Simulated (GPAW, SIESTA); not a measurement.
This is a calculation of As2Se for SIESTA 5.4.2. Atoms were shifted at random by some hundredths of an Å from the given cell, which wasn't relaxed again for these runs. The cell comes from a database or a generator and needn't be the stable form of this composition.

The input As2Se.fdf:

```
SystemName                      As2Se
SystemLabel                     As2Se
NumberOfSpecies                 2
NumberOfAtoms                   6
%block ChemicalSpeciesLabel
  1  34 Se
  2  33 As
%endblock ChemicalSpeciesLabel

LatticeConstant                 1.0 Ang
%block LatticeVectors
    -3.5294180000     3.5294180000     2.6535710000
     3.5294180000    -3.5294180000     2.6535710000
     3.5294180000     3.5294180000    -2.6535710000
%endblock LatticeVectors
AtomicCoordinatesFormat         Fractional
%block AtomicCoordinatesAndAtomicSpecies
     0.2517760000     0.7536920000     0.5009220000  1  Se
     0.4921100000     0.4899250000    -0.0070500000  1  Se
     0.8868140000     0.1352340000     0.2461440000  2  As
     0.8704590000     0.6177590000     0.7476850000  2  As
     0.3698740000     0.1220850000     0.2495340000  2  As
     0.8763770000     0.1329880000     0.7541900000  2  As
%endblock AtomicCoordinatesAndAtomicSpecies

%block kgrid.MonkhorstPack
    6   0   0  0.0
    0   6   0  0.0
    0   0   6  0.0
%endblock kgrid.MonkhorstPack
XC.Functional                   GGA
XC.Authors                      PBEsol
PAO.BasisSize                   DZP
PAO.EnergyShift                 0.003 Ry
Mesh.Cutoff                     500 Ry
OccupationFunction              FD
ElectronicTemperature           0.05 eV
MaxSCFIterations                120
SCF.MustConverge                false
SCF.Mixer.Method                Pulay
SCF.Mixer.Weight                0.25
SCF.Mixer.History               8
SCF.DM.Tolerance                5.0e-05
SCF.H.Tolerance                 1.0e-03 eV
WriteForces                     true
Charge.Mulliken                 end
%block PAO.Basis
  Se 4
  n=4 0 2
    5.129 0.000
  n=4 1 2
    6.708 0.000
  n=3 2 2
    2.662 0.000
  n=4 2 1
    6.708
  As 4
  n=4 0 2
    5.501 0.000
  n=4 1 2
    7.312 0.000
  n=3 2 2
    2.890 0.000
  n=4 2 1
    7.312
%endblock PAO.Basis
```

Potentials or basis: PseudoDojo 0.4 standard (PBEsol files), converted to PSML, two zetas on semicore shells, DZP (energy shift 0.003 Ry; two zetas on semicore shells).

Run with:

```bash
$ siesta As2Se.fdf > As2Se.out 2>&1
```

**Question.** Set up the same calculation for GPAW 26.7.0 (ASE script). Potentials or basis there: PAW data sets generated for this functional, cutoff 600 eV.

**Answer.** As run (cutoffs and basis follow the program's own potentials, and thresholds, step limits or extra output files can differ):

File run.py:

```python
from ase import Atoms
from ase.dft.bandgap import bandgap
from ase.io import write
from ase.units import GPa
from gpaw import GPAW, PW, setup_paths

setup_paths.insert(0, '.')

atoms = Atoms(['Se', 'Se', 'As', 'As', 'As', 'As'],
              cell=[[-3.529418, 3.529418, 2.653571],
                    [3.529418, -3.529418, 2.653571],
                    [3.529418, 3.529418, -2.653571]],
              scaled_positions=[[0.251776, 0.753692, 0.500922],
                                [0.49211, 0.489925, -0.00705],
                                [0.886814, 0.135234, 0.246144],
                                [0.870459, 0.617759, 0.747685],
                                [0.369874, 0.122085, 0.249534],
                                [0.876377, 0.132988, 0.75419]],
              pbc=True)

calc = GPAW(mode=PW(600),
            xc='PBEsol',
            kpts={'size': (6, 6, 6), 'gamma': True},
            occupations={'name': 'fermi-dirac', 'width': 0.05},
            nbands=30,
            convergence={'density': 1e-05, 'energy': 1e-05},
            maxiter=150,
            txt='gpaw.txt')
atoms.calc = calc
energy = atoms.get_potential_energy()
forces = atoms.get_forces()
stress = atoms.get_stress()
calc.write('gs.gpw')
write('result.traj', atoms)
print(f'Energy: {energy:.6f} eV')
print('Forces (eV/A):')
print(forces.round(4))
print('Stress (GPa):', (stress / GPa).round(3))
print('Fermi level:', round(calc.get_fermi_level(), 4), 'eV')
print(f'Gap: {bandgap(calc)[0]:.4f} eV, direct: {bandgap(calc, direct=True)[0]:.4f} eV')
```

Potentials or basis: PAW data sets generated in the run's folder for this functional, pw.

The run is started by

```sh
$ gpaw-setup -f PBEsol As Se
$ OMP_NUM_THREADS=1 python run.py
```

Both were run:

|  | SIESTA | GPAW |
| --- | --- | --- |
| Pressure | -0.7 GPa | -3.3 GPa |
| Energy over the undisturbed cell | 0.4 meV/atom | -1.2 meV/atom |

The potentials hold 92 and 32 valence electrons a cell.

The undisturbed cell isn't at this level's minimum, so the move can lower the energy.

Pressure is positive in compression.
